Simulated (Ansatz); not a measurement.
ZnSe (zinc blende)

```yaml
crystal:
  lattice:
    - [0.00000, 2.86651, 2.86651]
    - [2.86651, 0.00000, 2.86651]
    - [2.86651, 2.86651, 0.00000]
  atoms:
    - { symbol: Se, position: [0.75000, 0.75000, 0.75000] }
    - { symbol: Zn, position: [0.00000, 0.00000, 0.00000] }
```

The slice is a {100} plane (indices of the conventional cell) through the point (0.000, 0.000, 0.000) (fractional), spanned by u = [100] and v = [0 1 -1] in vectors of this cell: u (4.05 Å) and v (4.05 Å, at 90° to u). It covers one period; positions are fractions (u, v).

Computed with PBE (plane waves to 420 eV, PAW, scalar-relativistic; Ansatz, an electronic-structure program). k mesh 10×10×10. Inside the PAW spheres the values are not all-electron values, and peaks at nuclei hang on which shells count as valence. The PAW data are Ansatz's earlier set. ZnSe was relaxed with its symmetry unable to fall.

Three fields on this plane, each scaled to ten steps between its own extremes (0 low, 9 high; the total valence density on a logarithmic scale, the potential cut 8 eV below its top; x marks points blanked near nuclei; v = 0 in the bottom row):

Map A
```
|xxxxx67889998876xxxx|
|xxxxx56777877765xxxx|
|xxxx4455566655544xxx|
|xxx444444444444444xx|
|66544332222222334456|
|77654321111111234567|
|88754211000001124578|
|98754210000000124578|
|99764210000000124679|
|99864210000000124689|
|99764210000000124679|
|98754210000000124578|
|88754211000001124578|
|77654321111111234567|
|66544332222222334456|
|xxx444444444444444xx|
|xxxx4455566655544xxx|
|xxxxx56777877765xxxx|
|xxxxx67889998876xxxx|
|xxxxx67899999876xxxx|
```

Map B
```
|xxxxx04677777640xxxx|
|xxxxx25777777752xxxx|
|xxxx0467888887640xxx|
|xxx045788888887540xx|
|00245788999998875420|
|44567889999999887654|
|66778899999999988776|
|77788999999999998877|
|77788999999999998877|
|77788999999999998877|
|77788999999999998877|
|77788999999999998877|
|66778899999999988776|
|44567889999999887654|
|00245788999998875420|
|xxx045788888887540xx|
|xxxx0467888887640xxx|
|xxxxx25777777752xxxx|
|xxxxx04677777640xxxx|
|xxxxx04677777640xxxx|
```

Map C
```
|xxxxx98777777789xxxx|
|xxxxx97776667779xxxx|
|xxxx9876666666789xxx|
|xxx987655555556789xx|
|99987654444444567899|
|88776543322233456778|
|77765432211122345677|
|77765432100012345677|
|77665421000001245667|
|77665321000001235667|
|77665421000001245667|
|77765432100012345677|
|77765432211122345677|
|88776543322233456778|
|99987654444444567899|
|xxx987655555556789xx|
|xxxx9876666666789xxx|
|xxxxx97776667779xxxx|
|xxxxx98777777789xxxx|
|xxxxx98777777789xxxx|
```

Question: Assign the maps to these fields: density of the highest valence band (whole band, smooth part); valence electron density; electrostatic potential energy of an electron, from the cell's mean.

Answer: A is the density of the highest valence band (whole band, smooth part); B is the electrostatic potential energy of an electron, from the cell's mean; C is the valence electron density.
